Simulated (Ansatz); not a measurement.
B₄C:
```xyz
15
Lattice="4.3713 2.7898 0.0000 -4.3713 2.7898 0.0000 -2.4177 0.0000 4.4083" Properties=species:S:1:pos:R:3 pbc="T T T"
B     -2.0990     2.7898     3.6958
B      0.2544     1.8919     2.1335
B      0.2544     3.6878     2.1335
B     -2.6944     3.6965     2.2281
B     -2.6944     1.8831     2.2281
B     -2.1241     2.7898     0.7972
B     -0.3054     2.7898     3.5793
B     -1.1790     1.3699     3.0641
B     -1.1790     4.2098     3.0641
B     -1.2527     4.2230     1.3172
B     -1.2527     1.3567     1.3172
B     -6.7562     2.7898     4.3549
C     -0.3957     2.7898     0.7743
C     -5.4038     2.7898     3.8850
C      3.0587     2.7898     0.4567
```

Relaxed with PBEsol. Independent-particle spectrum: no excitons, no local fields, no scissors shift; 0.1 eV broadening; ε₁ of the summed bands alone.

Question: Tabulate the dielectric function from plane-wave PAW PBEsol (Ansatz code).

Answer: 

```tsv
E (eV)	ε₁ xx	ε₂ xx	ε₁ yy	ε₂ yy	ε₁ zz	ε₂ zz
0.0	7.70	0.00	7.62	0.00	7.50	0.00
0.3	7.71	0.00	7.63	0.00	7.52	0.00
0.6	7.75	0.00	7.68	0.00	7.56	0.00
0.9	7.83	0.00	7.75	0.00	7.63	0.00
1.2	7.93	0.00	7.85	0.00	7.73	0.00
1.5	8.07	0.00	8.00	0.00	7.87	0.00
1.8	8.26	0.00	8.18	0.00	8.05	0.00
2.1	8.50	0.00	8.43	0.00	8.29	0.00
2.4	8.81	0.00	8.74	0.00	8.59	0.00
2.7	9.23	0.00	9.15	0.00	9.00	0.00
3.0	9.83	0.00	9.74	0.00	9.57	0.00
3.3	10.82	0.04	10.60	0.08	10.46	0.04
3.6	12.39	1.09	11.92	0.51	11.94	0.54
3.9	13.07	3.19	13.79	1.63	14.59	3.48
4.2	11.67	4.76	14.30	5.06	11.05	4.78
4.5	10.91	4.40	12.46	8.76	11.80	5.38
4.8	12.49	5.26	11.29	7.82	11.80	6.24
5.1	12.66	6.91	10.21	8.75	11.96	7.41
5.4	12.15	8.50	9.43	8.79	10.24	9.50
5.7	11.29	10.72	10.32	10.58	9.59	10.55
6.0	9.77	12.16	6.13	13.04	7.29	11.78
6.3	6.65	11.81	3.77	10.73	5.44	10.94
6.6	6.84	11.96	3.37	9.61	4.35	10.95
6.9	4.83	13.55	3.13	8.74	3.00	9.79
7.2	2.88	12.21	3.06	8.45	2.85	9.37
7.5	0.81	11.08	3.11	7.97	1.89	8.69
7.8	1.26	10.09	3.14	8.23	2.34	8.02
8.1	1.42	9.68	2.72	8.46	2.00	8.19
8.4	0.88	10.79	2.68	8.45	2.18	7.81
8.7	-1.31	9.99	2.26	8.82	2.13	7.92
9.0	-1.81	8.19	1.67	8.26	2.12	8.07
9.3	-1.16	7.50	1.66	9.59	1.20	8.92
9.6	-1.36	7.60	0.15	9.06	-0.09	8.83
9.9	-1.56	7.08	-0.59	8.97	-0.26	8.22
10.2	-1.84	7.00	-1.71	8.93	-1.25	8.39
10.5	-2.17	6.52	-2.25	7.82	-2.09	7.47
10.8	-2.49	6.20	-2.73	7.26	-2.00	6.60
11.1	-2.60	5.62	-2.99	6.38	-2.15	6.33
11.4	-2.94	5.32	-3.39	5.77	-2.45	5.94
11.7	-3.13	4.45	-3.30	4.92	-2.74	5.49
12.0	-2.69	3.91	-3.21	4.41	-2.93	5.06
```

With all bands, ε∞ without local fields is 7.79 (xx), 7.71 (yy), 7.60 (zz). DFPT, with local fields, gives 7.16 (xx), 7.19 (yy), 7.04 (zz).

Space group Cm. The workflow started from a Materials Project entry (that database holds measured and hypothetical structures alike); the Crystallography Open Database copy checked does not list it. Whether it is the stable phase at ambient conditions was not checked. The cell was relaxed with PBEsol under the symmetry of its start; phonons on a q-mesh show no instability.

Potentials: the later of the program's two PAW sets.
